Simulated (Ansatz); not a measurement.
A trial cell of TePb4Se3, before relaxation:

```xyz
8
Lattice="4.4143 0.0000 0.0000 0.0000 4.4143 0.0000 0.0000 0.0000 12.4857" Properties=species:S:1:pos:R:3 pbc="T T T"
Te    2.2072    2.2072    0.0000
Pb    0.0000    0.0000    0.0000
Pb    2.2072    2.2072    3.1214
Pb    0.0000    0.0000    6.2428
Pb    2.2072    2.2072    9.3642
Se    0.0000    0.0000    3.1214
Se    2.2072    2.2072    6.2428
Se    0.0000    0.0000    9.3642
```

Computed with DFT PBE, scalar-relativistic, plane waves, PAW (Ansatz 0.2.0). Cutoff 420 eV, Gaussian smearing, Γ-centred meshes. Cell and atoms relax first on a coarse mesh and then on a converged one. In between, the cell is made exact in the group found at 0.06 Å. The steps can't lower the symmetry of their start. No spin polarisation.

A guess keeps its type if space group and coordination stay and the shape of the cell changes little (axis ratios within about 15 %, angles within 6°); the volume may change.

**Question.** Does this structure survive the relaxation?

**Answer.** It keeps its type. The symmetry stays P4/mmm (No. 123). The volume per atom grows by 3.5 %, from 30.4 to 31.5 Å³. The shortest distance goes from 3.12 Å (Pb–Se and Te–Pb) to 3.06 Å (Pb–Se). The ratio c/a of the conventional cell changes by a factor of 1.00. Counting neighbours within 15 % of an atom's shortest distance, the start has Pb 6, Se 6, Te 6 and the end Pb 6, Se 6, Te 6.

The last run used an 8×8×4 mesh (in the run's order of axes) for its 8-atom cell and Gaussian smearing of 0.01 eV. These runs have no spin–orbit coupling, which can matter for Pb and Te. Symmetry constrained the relaxation, so the result can be a saddle point.
